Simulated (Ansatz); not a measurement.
**Tl under pressure**

All numbers below come from DFT PBE+D3(BJ), scalar-relativistic, plane waves, PAW in Ansatz. Run with 420 eV cutoff, 15×15×4 k-mesh, Gaussian smearing of 0.10 eV, no spin polarisation.

Reference structure (relaxed):

```yaml
crystal:
  lattice:
    - [3.45631, 0.00000, 0.00000]
    - [-1.72815, 2.99325, 0.00000]
    - [0.00000, 0.00000, 11.34998]
  atoms:
    - { symbol: Tl, position: [0.00000, 0.00000, 0.00000] }
    - { symbol: Tl, position: [0.33333, 0.66667, 0.25000] }
    - { symbol: Tl, position: [0.00000, 0.00000, 0.50000] }
    - { symbol: Tl, position: [0.66667, 0.33333, 0.75000] }
```

Cell and atoms are relaxed at each pressure within the symmetry of the start, at zero temperature, so transitions that lower the symmetry aren't seen. The k-mesh given is that at zero pressure and may differ at others.

Spin–orbit coupling is left out, which can shift energies with elements as heavy as these.

(1) Give the structure at 30 GPa.

## Answers

(1)
```yaml
crystal:
  lattice:
    - [3.08070, 0.00000, 0.00000]
    - [-1.54035, 2.66797, 0.00000]
    - [0.00000, 0.00000, 10.07587]
  atoms:
    - { symbol: Tl, position: [0.00000, 0.00000, 0.00000] }
    - { symbol: Tl, position: [0.33333, 0.66667, 0.25000] }
    - { symbol: Tl, position: [0.00000, 0.00000, 0.50000] }
    - { symbol: Tl, position: [0.66667, 0.33333, 0.75000] }
```
It takes space group P6_3/mmc (No. 194, hexagonal). Conventional cell: a = 3.081 Å, b = 3.081 Å, c = 10.076 Å, α = 90.00°, β = 90.00°, γ = 120.00°. Around Tl (site symmetry -3m) lie 12 Tl at 3.08 Å. Tl (site symmetry -6m2) has 12 Tl at 3.08 Å as nearest neighbours.